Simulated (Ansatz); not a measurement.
Relaxed-ion elastic tensor of AlNi (CsCl type, space group No. 221) in GPa (Voigt order), the program Ansatz at the PBEsol level (PAW); density 6.07 g/cm³, 11.73 Å³ per atom.

```
224  147  147  0.0  0.0  0.0
147  224  147  0.0  0.0  0.0
147  147  224  0.0  0.0  0.0
0.0  0.0  0.0  128  0.0  0.0
0.0  0.0  0.0  0.0  128  0.0
0.0  0.0  0.0  0.0  0.0  128
```

Q: Is the crystal mechanically stable?

A: Yes: the smallest eigenvalue of C is 76.7 GPa.

Q: Work out the Voigt, Reuss and Hill averages.

A: K_V = 173, K_R = 173, K_H = 173; G_V = 92.2, G_R = 66.2, G_H = 79.2 GPa.

Q: Give Young's modulus, Poisson's ratio, Pugh's ratio and the universal anisotropy index.

A: E = 9KG/(3K + G) = 206 GPa; ν = 0.30; K/G = 2.18 (ductile by the Pugh limit of 1.75); A_U = 5G_V/G_R + K_V/K_R − 6 = 1.97.

Q: Estimate the sound speeds and the Debye temperature.

A: v_l = √((K + 4G/3)/ρ) = 6780 m/s, v_t = √(G/ρ) = 3610 m/s, mean 4040 m/s; Θ = (h/k)(3n/4πV)^(1/3) v_m = 529 K.

Q: Give the Zener ratio and Young's modulus along [100], [110] and [111].

A: A = 2C44/(C11 − C12) = 3.34; 1/E = S11 − 2(S11 − S12 − S44/2)Γ with Γ = 0, 1/4, 1/3 gives 107, 210, 308 GPa.

Space group Pm-3m (CsCl type). The PBEsol relaxation kept the symmetry of its start; of distortions, only those at the zone centre were tested. The run is not spin-polarised. As this level gives no gap, shear constants depend on the k-mesh and smearing (Fermi–Dirac, 0.1 eV here).

Potentials: the later of the program's two PAW sets.
